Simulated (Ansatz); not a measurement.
Polymorphs of NaCl, each relaxed with DFT-LDA in the program Ansatz with PAW potentials:

A: rock salt (Fm-3m)
a = b = c = 5.464 Å, α = β = γ = 90.00°

```csv
atom,site,symmetry,x,y,z
Na,4a,m-3m,0.0000,0.0000,0.0000
Cl,4b,m-3m,0.5000,0.5000,0.5000
```

B: CsCl type (Pm-3m)
a = 3.3689 Å, b = 3.3689 Å, c = 3.3689 Å, α = 90.00°, β = 90.00°, γ = 90.00°

```tsv
atom	site	symmetry	x	y	z
Na	1a	m-3m	0.0000	0.0000	0.0000
Cl	1b	m-3m	0.5000	0.5000	0.5000
```

Order them by energy per atom at 0 K (lowest first) at the level LDA.

A (+0 meV/atom), B (+134 meV/atom)

Give each one's gap.

A 5.07 eV; B 4.01 eV.

Not the usual ambient phase: B. Unstable at this level: B. All cells were relaxed under the symmetry of their starts (and spin orders); stability against distortions was not tested throughout.

Energies hold the estimated change up to a 700 eV cutoff; steps of a few meV lie near the error of the meshes.

Potentials: the later of the program's two PAW sets.
